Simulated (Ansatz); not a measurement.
## Cu (P6_3/mmc), clamped-ion strain scan

Method: DFT PBEsol, scalar-relativistic, plane waves, PAW in Ansatz 0.2.0. Cutoff 420 eV, Γ-centred 24×24×6 k-points, Gaussian smearing of 0.15 eV. No spin polarisation. Energies are free energies at this smearing, counted from the undisturbed cell; pressure is positive in compression.

Reference structure (relaxed at this level; this form isn't the usual structure):

```yaml
crystal:
  lattice:
    - [2.51980, 0.00000, 0.00000]
    - [-1.25990, 2.18221, 0.00000]
    - [0.00000, 0.00000, 8.23525]
  atoms:
    - { symbol: Cu, position: [0.00000, 0.00000, 0.00000] }
    - { symbol: Cu, position: [0.33333, 0.66667, 0.25000] }
    - { symbol: Cu, position: [0.00000, 0.00000, 0.50000] }
    - { symbol: Cu, position: [0.66667, 0.33333, 0.75000] }
```

The cell is strained by ε times the Voigt pattern (0, 1, 0, 0, 0, 0) (xx, yy, zz, yz, xz, xy; engineering shear) with fractional coordinates fixed. The cell is metallic on the mesh throughout.

```tsv
ε	ΔE (meV/atom)	stress summed along the pattern (GPa, tension positive)	pressure (GPa)
-0.1000	125.0	-40.41	25.0
-0.0500	27.3	-16.51	10.2
0.0000	0.0	0.11	0.0
0.0750	45.2	?	?
```

Question: Give the withheld values.

Answer: stress summed along the pattern (GPa, tension positive) at ε = 0.0750: 15.06; pressure (GPa) at ε = 0.0750: -9.5.